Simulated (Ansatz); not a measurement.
Consider the following.

CdTe (zinc blende)

```cif
data_Cd4Te4
_chemical_formula_sum 'Te4 Cd4'
_space_group_name_H-M_alt 'F-43m'
_space_group_IT_number 216
_space_group_name_Hall 'F -4 2 3'
_cell_length_a 6.61860
_cell_length_b 6.61860
_cell_length_c 6.61860
_cell_angle_alpha 90.000
_cell_angle_beta 90.000
_cell_angle_gamma 90.000
loop_
_atom_site_label
_atom_site_type_symbol
_atom_site_symmetry_multiplicity
_atom_site_Wyckoff_symbol
_atom_site_fract_x
_atom_site_fract_y
_atom_site_fract_z
_atom_site_occupancy
Te1 Te 4 c 0.25000 0.25000 0.25000 1
Cd1 Cd 4 a 0.00000 0.00000 0.00000 1
```
(The calculation used a cell of 2 atoms; values per cell refer to that cell.)

Equation-of-state scan: isotropic scaling of the cell above, V₀ being its volume. Symmetry pins the atoms to their sites.

Calculation: PBE (plane waves to 420 eV, PAW, scalar-relativistic; Ansatz, a program for electronic structure). k mesh 9×9×9 (Γ-centred), Fermi-Dirac smearing 0.05 eV. The energy includes the smearing's −TS. Stress and pressure are positive under compression. CdTe was relaxed with its symmetry unable to fall. Spin-orbit coupling is left out, though Te is heavy. The PAW data are Ansatz's earlier set. ΔE is measured from the relaxed starting cell.

The scan covers V/V₀ from 0.840 to 1.160 in 9 points.

**Question.** What is the fitted pressure derivative B₀′?

**Answer.** 4.8.

**Question.** What bulk modulus B₀ follows from a third-order Birch-Murnaghan fit?

**Answer.** 35.0 GPa.

(A scan under strain: stresses follow from slopes of the energy per volume, elastic moduli from its curvatures.)
